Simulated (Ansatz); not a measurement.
Mg2P2O7:
```cif
data_Mg4O14P4
_chemical_formula_sum 'Mg4 P4 O14'
_space_group_name_H-M_alt 'C2/m'
_space_group_IT_number 12
_space_group_name_Hall '-C 2y'
_cell_length_a 6.46234
_cell_length_b 8.28822
_cell_length_c 4.50691
_cell_angle_alpha 90.000
_cell_angle_beta 103.659
_cell_angle_gamma 90.000
loop_
_atom_site_label
_atom_site_type_symbol
_atom_site_symmetry_multiplicity
_atom_site_Wyckoff_symbol
_atom_site_fract_x
_atom_site_fract_y
_atom_site_fract_z
_atom_site_occupancy
Mg1 Mg 4 h 0.50000 0.18789 0.50000 1
P1 P 4 i 0.28015 0.50000 0.09345 1
O1 O 8 j 0.27355 0.34764 0.27970 1
O2 O 2 a 0.00000 0.00000 0.00000 1
O3 O 4 i 0.38109 0.00000 0.21310 1
```
(The calculation used a cell of 11 atoms; values per cell refer to that cell.)

Relaxed with r²SCAN.

Tabulate the valence density and the electron localisation function along the shortest Mg–O contact (2.05 Å), plane-wave PAW r²SCAN (Ansatz code).



| distance from Mg (Å) | density (e/Å³) | ELF |
|---|---|---|
| 0.20 | 23.23 | 0.26 |
| 0.31 | 15.65 | 0.34 |
| 0.41 | 8.77 | 0.41 |
| 0.51 | 3.99 | 0.41 |
| 0.61 | 1.48 | 0.29 |
| 0.72 | 0.52 | 0.12 |
| 0.82 | 0.28 | 0.05 |
| 0.92 | 0.28 | 0.08 |
| 1.02 | 0.35 | 0.31 |
| 1.13 | 0.50 | 0.66 |
| 1.23 | 0.76 | 0.82 |
| 1.33 | 1.17 | 0.85 |
| 1.43 | 1.88 | 0.86 |
| 1.54 | 2.99 | 0.84 |
| 1.64 | 4.41 | 0.78 |
| 1.74 | 5.81 | 0.66 |
| 1.84 | 6.90 | 0.47 |

The density is the valence pseudo-density with augmentation charge, so density and ELF within about 1 Å of a nucleus are not all-electron values.

The workflow started from a Materials Project entry (that database holds measured and hypothetical structures alike); the Crystallography Open Database files this formula in space group No. 12, but the cells were not matched. Its standing as an ambient phase is unchecked. Symmetry was held in the r²SCAN relaxation; whether a distortion lowers the energy is not shown.

Potentials: the later of the program's two PAW sets.
